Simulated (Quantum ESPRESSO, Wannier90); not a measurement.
Wannier functions of TiO$_{2}$ (rutile)

```yaml
crystal:
  lattice:
    - [4.59984, 0.00000, 0.00000]
    - [0.00000, 4.59984, 0.00000]
    - [0.00000, 0.00000, 2.95921]
  atoms:
    - { symbol: Ti, position: [0.50000, 0.50000, 0.00000] }
    - { symbol: Ti, position: [0.00000, 0.00000, 0.50000] }
    - { symbol: O, position: [0.69568, 0.69568, 0.50000] }
    - { symbol: O, position: [0.30432, 0.30432, 0.50000] }
    - { symbol: O, position: [0.80432, 0.19568, 0.00000] }
    - { symbol: O, position: [0.19568, 0.80432, 0.00000] }
```

Materials Project entry mp-2657; symmetrised, unrelaxed at this level. COD (Crystallography Open Database) has the formula in 6 space groups, this one among them (matched by group alone). Method: PBE plane waves in Quantum ESPRESSO 7.5 (PseudoDojo norm-conserving files, 68 Ry, no spin polarisation, no spin-orbit coupling), Bloch states on a 6×6×8 mesh through Γ, Wannier90 4.0.1. Density: 8×8×10 mesh, cold smearing 0.01 Ry.

Energies are relative to the valence-band maximum.

**Bands.** A Kohn-Sham gap of 1.89 eV opens above band 24. 4 filled groups are cut off by gaps; the highest, bands 13–24, spans -5.76 to 0.00 eV and is O 2p 81 %, Ti 3d 16 %.

**Valence functions.** The best of several starts gives 16 functions with Ω_total = 14.88 Å², 88 % of it gauge-invariant: 4 of 0.86 Å² at 0.40 Å from O; 8 of 0.99 Å² at 0.32 Å from O; 4 of 0.88 Å² at 0.42 Å from O.

**Model.** 22 functions (Ti d, O p) from bands 13-50, frozen to 3.39 eV, reach Ω_I = 14.75 Å² and follow pw.x to 0.3 meV rms (states up to 2.9 eV relative to the valence-band maximum).

**No window.** Without a frozen window Ω_I drops to 11.70 Å² while the misfit grows to 1115 meV: a small spread is no proof of good bands.

**Stops.** With the frozen window to 8.37 eV the program stops (More states in the frozen window than target WFs). With the outer window to 6.63 eV the program stops (Energy window contains fewer states than number of target WFs).
